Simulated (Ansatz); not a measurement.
YN: from a starting cell to a relaxed one

The start is a relaxed YN cell, doubled along one cell vector, shaken by Gaussian noise of σ = 0.08 Å a coordinate. A full variable-cell relaxation at zero pressure is run with r2SCAN (plane waves to 500 eV, PAW, scalar-relativistic; Ansatz, a first-principles code). The first steps use a coarse 8×8×4 k-mesh.

Input geometry:
```
YN
1.0
    0.00000     2.44784     2.44784
    2.44784     0.00000     2.44784
    4.89567     4.89567     0.00000
Y N
2 2
Cartesian
  0.03070   0.07245   0.00787
  2.50307   2.18772  -0.11008
  2.49598   2.27703   2.60231
  4.93014   4.92121   2.42902
```

**Question.** How large is the pressure on the unrelaxed cell, and of which sign?

**Answer.** +3.4 GPa (positive: the cell is compressed).

**Question.** What is the largest force in the starting geometry, and on which atom (counted from 1)?

**Answer.** 2.55 eV/Å, on Y1 (atoms numbered as listed).

**Question.** By how much does the energy per atom fall from start to end?

**Answer.** 0.13 eV/atom.

**Question.** Is the parent structure recovered?

**Answer.** The parent structure is recovered, Fm-3m (No. 225).

**Question.** What band gap does the relaxed structure have at this level?

**Answer.** 0.58 eV, indirect (valence top at Γ, conduction bottom at X) (no spin-orbit coupling).

The end point of the relaxation:

```cif
data_N4Y4
_chemical_formula_sum 'Y4 N4'
_space_group_name_H-M_alt 'Fm-3m'
_space_group_IT_number 225
_space_group_name_Hall '-F 4 2 3'
_cell_length_a 4.89567
_cell_length_b 4.89567
_cell_length_c 4.89567
_cell_angle_alpha 90.000
_cell_angle_beta 90.000
_cell_angle_gamma 90.000
loop_
_atom_site_label
_atom_site_type_symbol
_atom_site_symmetry_multiplicity
_atom_site_Wyckoff_symbol
_atom_site_fract_x
_atom_site_fract_y
_atom_site_fract_z
_atom_site_occupancy
Y1 Y 4 a 0.00000 0.00000 0.00000 1
N1 N 4 b 0.50000 0.50000 0.50000 1
```
(The calculation used a cell of 2 atoms; values per cell refer to that cell.)

Final values are on a 12×12×12 k-mesh of the relaxed cell. No spin polarisation in the result.
